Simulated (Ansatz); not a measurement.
Ag, first-principles data

Ag:
```
Ag
1.0
   -1.63299     1.63299     1.63299
    1.63299    -1.63299     1.63299
    1.63299     1.63299    -1.63299
Ag
1
Cartesian
  0.00000   0.00000   0.00000
```

Space group Im-3m (No. 229), bcc (W type); conventional cell a = 3.266 Å, b = 3.266 Å, c = 3.266 Å, α = 90.00°, β = 90.00°, γ = 90.00°.

Method: r²SCAN (plane waves, PAW; program Ansatz). Structure relaxed to zero pressure with the same functional. Other levels are named where they apply.

### Cell and energy

* **Volume per atom**: 17.42 Å³
* **Density**: 10.28 g/cm³

### Electronic structure

- Electronic character = metallic (no gap)
- Density of states at the Fermi level = 0.28 states/eV per atom (mean over ±0.08 eV)
- Gap with spin–orbit coupling = none (metallic)

### Mechanics

* **Bulk modulus (Birch–Murnaghan fit)**: 99.0 GPa
* **Pressure derivative B′**: 5.4
* **Elastic constants (relaxed ions, GPa)**: C11 = 94.0, C12 = 103, C44 = 56.9
* **Mechanical stability**: unstable (C has a negative eigenvalue)

The first step of the workflow began from a Materials Project structure, measured or hypothetical; the Crystallography Open Database copy checked does not list it. It is not the phase usual at ambient conditions (space group No. 225). The cell keeps a stress of up to 0.2 GPa. Symmetry was held in the r²SCAN relaxation. No spin polarisation was allowed. As this level gives no gap, shear constants depend on the k-mesh and smearing (Fermi–Dirac, 0.1 eV here). Scalar-relativistic: spin–orbit coupling is off unless named, which matters more the heavier the elements.

Potentials: the earlier of the program's two PAW sets.
